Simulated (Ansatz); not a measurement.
Si$_{3}$N$_{4}$ (space group P6_3/m)

```xyz
14
Lattice="7.6246 0.0000 0.0000 -3.8123 6.6031 0.0000 0.0000 0.0000 2.9105" Properties=species:S:1:pos:R:3 pbc="T T T"
Si    -1.3770     5.4545     2.1829
Si     5.1894     1.1486     0.7276
Si     2.2124     1.5347     0.7276
Si     1.5999     5.0684     2.1829
Si    -0.2229     2.6833     2.1829
Si     4.0352     3.9198     0.7276
N      0.0000     4.4021     2.1829
N      3.8123     2.2010     0.7276
N      4.8444     4.4241     2.1829
N     -1.0321     2.1790     0.7276
N     -1.4092     6.4075     0.7276
N      5.2215     0.1957     2.1829
N      1.3710     1.9834     2.1829
N      2.4413     4.6198     0.7276
```

The slice is a (-1 1 0 0) plane (indices of the conventional cell) through the point (0.174, 0.406, 0.750) (fractional), spanned by u = [001] and v = [110] in vectors of this cell: u (2.91 Å) and v (7.62 Å, at 90° to u). It covers one period; positions are fractions (u, v).

Method: PBEsol (plane waves to 420 eV, PAW, scalar-relativistic; Ansatz, a quantum-chemistry and plane-wave program). k mesh 4×4×9. Inside the PAW spheres the values are not all-electron values, and peaks at nuclei hang on which shells count as valence. Si3N4 was relaxed with its symmetry unable to fall.

**Question.** Sketch the electron localisation function (ELF) on this plane as a map.

**Answer.** 
```tsv
v \ u	0.00	0.09	0.18	0.27	0.36	0.45	0.55	0.64	0.73	0.82	0.91
0.93	0.11	0.35	0.81	0.88	0.85	0.76	0.76	0.85	0.88	0.81	0.35
0.86	0.19	0.34	0.65	0.79	0.82	0.79	0.79	0.82	0.79	0.65	0.34
0.79	0.04	0.06	0.18	0.44	0.68	0.78	0.78	0.68	0.44	0.18	0.06
0.71	0.31	0.26	0.18	0.16	0.20	0.27	0.27	0.20	0.16	0.18	0.26
0.64	0.81	0.79	0.72	0.56	0.32	0.16	0.16	0.32	0.56	0.72	0.79
0.57	0.84	0.82	0.74	0.54	0.25	0.09	0.09	0.25	0.54	0.74	0.82
0.50	0.89	0.85	0.67	0.34	0.12	0.06	0.06	0.12	0.34	0.67	0.85
0.43	0.34	0.29	0.21	0.21	0.19	0.17	0.17	0.19	0.21	0.21	0.29
0.36	0.29	0.27	0.24	0.23	0.19	0.15	0.15	0.19	0.23	0.24	0.27
0.29	0.89	0.86	0.75	0.46	0.16	0.06	0.06	0.16	0.46	0.75	0.86
0.21	0.76	0.76	0.73	0.58	0.25	0.06	0.06	0.25	0.58	0.73	0.76
0.14	0.80	0.79	0.71	0.54	0.22	0.06	0.06	0.22	0.54	0.71	0.79
0.07	0.42	0.40	0.33	0.24	0.16	0.11	0.11	0.16	0.24	0.33	0.40
0.00	x	x	0.26	0.61	0.67	0.62	0.62	0.67	0.61	0.26	x
```

Values: electron localisation function (ELF). Points within 0.3 Å of a nucleus are blanked (x), as the pseudised field means little there.
